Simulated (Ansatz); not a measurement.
With plane-wave PAW PBE (Ansatz code), AlBN2 in the chalcopyrite structure (I-42d) relaxes to a = 4.105 Å, c = 7.686 Å. Al has 4 nearest neighbours from 1.89 Å (tetrahedral); B has 4 nearest neighbours from 1.62 Å (tetrahedral). Against the elements it lies at -1.03 eV/atom, with no fitted shifts.

It is gapped at this level: 2.89 eV (direct). The valence maximum lies at Γ and the conduction minimum at Γ. The electron mass is 0.36, 0.36, 0.44 mₑ (principal values). The hole mass is 0.38, 0.90, 0.90 mₑ (principal values).

An equation-of-state fit gives a bulk modulus of 258 GPa.

The start of the workflow was typed in or built on a structure type; neither database checked (COD, Materials Project) lists it. Whether it is the stable phase at ambient conditions was not checked. The PBE relaxation kept the symmetry of its start; whether a distortion lowers the energy is not shown. The volume moved by -17 % from the start of the relaxation. The references are the lowest solids computed at this level, not always the standard phases (solids in place of the gases).

Potentials: the later of the program's two PAW sets.
